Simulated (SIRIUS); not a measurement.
A self-consistent single point of Cu₂Te (P2/m, 6 atoms in the cell; from Materials Project mp-1861, changed as shown) with SIRIUS.

Level of theory: LDA (PW92), GBRV LDA ultrasoft pseudopotentials (plane waves; SIRIUS).

The change in words: lattice vector b scaled by 1.01. Reference geometry (P6/mmm):
```
Cu2Te
1.0
    4.30401     0.00000     0.00000
   -2.15200     3.72738     0.00000
    0.00000     0.00000     8.52348
Cu Te
4 2
Direct
  0.66667   0.33333   0.15195
  0.33333   0.66667   0.84805
  0.33333   0.66667   0.15195
  0.66667   0.33333   0.84805
  0.00000   0.00000   0.26619
  0.00000   0.00000   0.73381
```

Reference input (self-consistent single point, DFT, LDA (PW92), plane waves, GBRV LDA ultrasoft pseudopotentials): parameters.ngridk = 5 5 3; parameters.xc_functionals = [XC_LDA_X, XC_LDA_C_PW]; parameters.gk_cutoff = 6.325 1/bohr; parameters.pw_cutoff = 14.143 1/bohr; parameters.smearing = cold; parameters.smearing_width = 0.00734986 Ha; potentials = GBRV LDA ultrasoft pseudopotentials; parameters.electronic_structure_method = pseudopotential; parameters.num_bands = 53; parameters.num_mag_dims = 0; parameters.num_dft_iter = 100; parameters.energy_tol = 1e-07 Ha. This run's input differs from it in these lines:

```diff
@@ -33,3 +33,3 @@
       [1.0000000169, 0.0, 0.0],
-      [-0.5000000085, 0.8660254189, 0.0],
+      [-0.5049999969, 0.8746857149, 0.0],
       [0.0, 0.0, 1.9803578858]
```

The program printed (abridged):

```
[find] density tolerance         : 1e-06
[find] total energy tolerance    : 1e-07
[find] iter_solver_tol (initial) : 0.01
[find] iter_solver_tol (target)  : 1e-13
[find] num_dft_iter              : 100
Charges and magnetic moments
--------------------------------------------------------------------------------
total charge          : 88.000000
[find] | SCF iteration   0 out of 100|
[diagonalize] iterative solver tolerance (occupied, empty): 0.01 0.01
[diagonalize] average number of iterations: 3.69231
[find_efermi_generic] Newton iteration converged after 4 steps
[find] Charges and magnetic moments
[find] total charge          : 88.000000
[find] Energy
[find] smearing (-TS)                 :       0.00279235
[find] Total energy                   :    -828.43377609 (Ha),   -1656.86755218 (Ry)
[find] Free energy (E-TS)             :    -828.43098374 (Ha),   -1656.86196747 (Ry)
[find] band gap (eV)                  :       0.00000000
[find] Efermi                         :       0.38460632
[find] iteration : 0, RMS (target) : 2.7339e+00 (1.0000e-06) , energy difference (target) : -8.2843e+02 (1.0000e-07)
[find] bands are converged : true
[find] iterative solver converged : false
[find] | SCF iteration   1 out of 100|
[diagonalize] iterative solver tolerance (occupied, empty): 0.005 0.005
   [... lines left out ...]
[find] Charges and magnetic moments
[find] Free energy (E-TS)             :    -831.16088703 (Ha),   -1662.32177407 (Ry)
[find] band gap (eV)                  :       0.00000000
[find] Efermi                         :       0.19359606
Warning in function "generate_valence" at src/density/density.cpp:1451
Warning in function "generate_valence" at src/density/density.cpp:1555
[find] Charges and magnetic moments
[find] Free energy (E-TS)             :    -833.54559580 (Ha),   -1667.09119161 (Ry)
[find] band gap (eV)                  :       0.83373562
[find] Efermi                         :       0.25411132
   [... lines left out ...]
[ground_state] atom:    1, force:       0.0000689      0.0001054      0.0012060
[ground_state] atom:    2, force:       0.0000689      0.0001054     -0.0012060
[ground_state] atom:    3, force:      -0.0000689     -0.0001054      0.0012060
[ground_state] atom:    4, force:       0.0000000     -0.0000000     -0.0075218
[ground_state] atom:    5, force:      -0.0000000      0.0000000      0.0075218
```

The run converged in 24 iterations. SIRIUS prints the stress tensor with tension positive. Against the reference run the free energy rises by 9.6 meV/atom, the pressure goes from -5.10 to -5.77 GPa and the largest force goes from 0.329 to 0.387 eV/Å.

The structure comes from a collection of computed structures, made at another level of theory; the collection holds predicted forms beside known ones. No clean gap shows at this smearing width and mesh (spacing up to 0.34 Å⁻¹); the mesh is coarse for partly filled bands, so the values carry mesh errors. Semi-local functionals can close small gaps.

Cost on one core: around 6 core-minutes (rough).
